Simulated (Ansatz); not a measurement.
## From the elastic tensor of GaCu₃ to moduli and sound speeds

Computed with DFT LDA, scalar-relativistic, plane waves, PAW in Ansatz. Settings: 420 eV plane-wave cutoff, Γ-centred 12×12×12 mesh, Fermi-Dirac smearing of 0.15 eV. No spin polarisation.

It takes space group Pm-3m (No. 221, cubic). Conventional cell: a = 3.591 Å, b = 3.591 Å, c = 3.591 Å, α = 90.00°, β = 90.00°, γ = 90.00°. Ga (site symmetry m-3m) is surrounded by 12 Cu at 2.54 Å. Cu (site symmetry 4/mmm) has 4 Ga at 2.54 Å and 8 Cu at 2.54 Å as nearest neighbours.

In a metal, frequencies and elastic constants depend on the k mesh and the smearing, soft modes and shear constants most.

Relaxed-ion constants (GPa, on the Cartesian axes of the calculation):
```
204.5 151.6 151.6   0.0   0.0   0.0
151.6 204.5 151.6   0.0   0.0   0.0
151.6 151.6 204.5   0.0   0.0   0.0
  0.0   0.0   0.0  89.3   0.0   0.0
  0.0   0.0   0.0   0.0  89.3   0.0
  0.0   0.0   0.0   0.0   0.0  89.3
```

Density 9.336 g/cm³; 4 atoms in 46.31 Å³.

The values that follow are for a polycrystal of randomly turned grains, by Hill's mean where one number stands. In a crystal this anisotropic the Voigt and Reuss bounds lie far apart, so Hill's mean and the sound speeds and Debye temperature from it are rough.

With S = C⁻¹: B_V = (C11+C22+C33+2(C12+C13+C23))/9, G_V = (C11+C22+C33−C12−C13−C23+3(C44+C55+C66))/15, 1/B_R = S11+S22+S33+2(S12+S13+S23), 15/G_R = 4(S11+S22+S33−S12−S13−S23)+3(S44+S55+S66); Hill is their mean. Then v_l = √((B+4G/3)/ρ), v_t = √(G/ρ), v_m = [(2/v_t³+1/v_l³)/3]^(−1/3) and Θ = (ħ/k_B)·v_m·(6π²n/V)^(1/3) for n atoms in the volume V; E = 9BG/(3B+G), ν = (3B−2G)/(2(3B+G)) and A^U = 5G_V/G_R + B_V/B_R − 6.

* Bulk modulus, Voigt / Reuss / Hill: 169.2 / 169.2 / 169.2 GPa
* Shear modulus, Voigt / Reuss / Hill: 64.2 / 45.8 / 55.0 GPa
* Young's modulus: 149 GPa
* Poisson ratio: 0.353
* Pugh ratio B/G: 3.08 (over 1.75, the rule of thumb for ductile)
* Universal anisotropy index: 2.00
* Longitudinal and transverse sound speeds: 5097 and 2427 m/s
* Debye temperature from the mean sound speed: 359 K

Whether GaCu3 exists in this form wasn't checked.